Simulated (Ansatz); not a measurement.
A distorted cell of AlNi (CsCl type):

```
AlNi
1.0
    2.89304     0.00000     0.00000
    0.00000     2.89304     0.00000
    0.00000     0.00000     2.89304
Al Ni
1 1
Direct
  0.00000   0.00000   0.00000
  0.47007   0.47007   0.47007
```

The numbers are results of PBE (plane waves to 420 eV, PAW, scalar-relativistic; Ansatz, a quantum-chemistry and plane-wave program), not measurements. k mesh 13×13×13 (Γ-centred), Fermi-Dirac smearing 0.05 eV. The energy includes the smearing's −TS. Stress and pressure are positive under compression. With partly filled bands, energies and forces of such displacements shift with the k mesh and the smearing. AlNi is run without spin polarisation. AlNi was relaxed with its symmetry unable to fall.

### Question
Predict the force on every atom, in eV/Å.

### Answer
```tsv
atom	Fx	Fy	Fz
Al1	-0.516	-0.516	-0.516
Ni2	0.516	0.516	0.516
```

### Question
What is the stress tensor (GPa)?

### Answer
```
    1.4      1.1      1.1
    1.1      1.4      1.1
    1.1      1.1      1.4
```
The pressure, a third of the trace, is 1.4 GPa.

### Question
In it atom 2 sits (-0.087, -0.087, -0.087) Å away from its relaxed site. What is its energy relative to the relaxed cell?

### Answer
65 meV/cell.

(For displaced atoms, the force is minus the slope of the energy, and its curvature is a force constant, which sets phonon frequencies.)
